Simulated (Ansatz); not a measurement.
SnSe$_{2}$:
```
CELL_PARAMETERS angstrom
      0.00000     3.44256     3.44256
      3.44256     0.00000     3.44256
      3.44256     3.44256     0.00000
ATOMIC_POSITIONS crystal
  Sn 0.00000 0.00000 0.00000
  Se 0.25000 0.25000 0.25000
  Se 0.75000 0.75000 0.75000
```

Relaxed with PBE. Special points in fractions of this cell's reciprocal vectors: Γ (0.000, 0.000, 0.000); X (0.500, 0.000, 0.500); U (0.625, 0.250, 0.625); K (0.375, 0.375, 0.750); L (0.500, 0.500, 0.500); W (0.500, 0.250, 0.750).

Q: List the band energies nearest the Fermi level at these points for plane-wave PAW PBE (Ansatz code).

A: In eV from the Fermi level; about four levels below and three above (degenerate sets whole), none deeper than 8.9 eV; points with the same levels are listed once.

```csv
k,below,above
Γ,-2.72 -2.72 -2.72 -1.38 -1.38 -1.38,2.07 2.07 2.07
X,-7.72 -4.43 -4.43 -1.16,0.18 0.18 0.66
U,-4.11 -1.23 -0.46 -0.36,0.49 4.17 4.17
L,-3.03 -3.03 -2.82 -1.96 -1.96,1.01 4.04 4.04
W,-4.76 -2.70 -2.70 -0.27,0.38 0.44 3.50
```

Space group Fm-3m (fluorite). A made-up cell: these elements were put on the sites of a structure type; neither database checked (COD, Materials Project) lists it. COD files the formula under space group No. 164, 217, so this cell is another polymorph or a model. Whether it is the stable phase at ambient conditions was not checked. The PBE relaxation kept the symmetry of its start; whether a distortion lowers the energy is not shown. Scalar-relativistic: spin–orbit coupling is off unless named, which matters more the heavier the elements.

Potentials: the later of the program's two PAW sets.
